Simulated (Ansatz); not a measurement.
Zr2B:
```yaml
crystal:
  lattice:
    - [1.72998, 0.99881, 5.44881]
    - [-1.72998, 0.99881, 5.44881]
    - [0.00000, -1.99761, 5.44881]
  atoms:
    - { symbol: Zr, position: [0.74675, 0.74675, 0.74675] }
    - { symbol: Zr, position: [0.25325, 0.25325, 0.25325] }
    - { symbol: B, position: [0.00000, 0.00000, 0.00000] }
```

Relaxed with r²SCAN.

Q: Map the electron localisation function on the plane through (0.000, 0.000, 0.000) spanned by u = [1, -1, 0] and v = [1, 1, -1] in lattice vectors, from DFT-r²SCAN in the program Ansatz with PAW potentials.

A: x is the fraction of u, y of v (the angle between them is 90°; rows are the nearest grid lines); atoms in the plane: Zr at (0.50, 0.24), Zr at (0.50, 0.76), B at (0.00, 0.00).
```
y \ x   0.000  0.118  0.176  0.294  0.353  0.471  0.529  0.647  0.706  0.824  0.882   1.00
------  -----  -----  -----  -----  -----  -----  -----  -----  -----  -----  -----  -----
1.00    0.000  0.280  0.659  0.738  0.599  0.273  0.273  0.599  0.738  0.659  0.280  0.000
0.912   0.601  0.706  0.697  0.324  0.206  0.213  0.213  0.206  0.324  0.697  0.706  0.601
0.853   0.743  0.578  0.338  0.363  0.611  0.779  0.779  0.611  0.363  0.338  0.578  0.743
0.765   0.357  0.128  0.154  0.751  0.755  0.126  0.126  0.755  0.751  0.154  0.128  0.357
0.706   0.207  0.086  0.131  0.762  0.822  0.572  0.572  0.822  0.762  0.131  0.086  0.207
0.618   0.497  0.291  0.156  0.173  0.314  0.516  0.516  0.314  0.173  0.156  0.291  0.497
0.529   0.820  0.750  0.659  0.399  0.282  0.174  0.174  0.282  0.399  0.659  0.750  0.820
0.471   0.820  0.750  0.659  0.399  0.282  0.174  0.174  0.282  0.399  0.659  0.750  0.820
0.382   0.497  0.291  0.156  0.173  0.314  0.516  0.516  0.314  0.173  0.156  0.291  0.497
0.294   0.207  0.086  0.131  0.762  0.822  0.572  0.572  0.822  0.762  0.131  0.086  0.207
0.235   0.357  0.128  0.154  0.751  0.755  0.126  0.126  0.755  0.751  0.154  0.128  0.357
0.147   0.743  0.578  0.338  0.363  0.611  0.779  0.779  0.611  0.363  0.338  0.578  0.743
0.0882  0.601  0.706  0.697  0.324  0.206  0.213  0.213  0.206  0.324  0.697  0.706  0.601
0.000   0.000  0.280  0.659  0.738  0.599  0.273  0.273  0.599  0.738  0.659  0.280  0.000
```

The density is the valence pseudo-density with augmentation charge, so density and ELF within about 1 Å of a nucleus are not all-electron values.

Space group R-3m. The start of the workflow was typed in or built on a structure type; neither database checked (COD, Materials Project) lists it. Whether it is the stable phase at ambient conditions was not checked. Symmetry was held in the r²SCAN relaxation; its stability against distortions is not shown here. No spin polarisation was allowed. The volume moved by -17 % from the start of the relaxation.

Potentials: the earlier of the program's two PAW sets. The files were generated under PBE; for other functionals the program regenerates the frozen cores, and for LDA and PBEsol the local potential too.
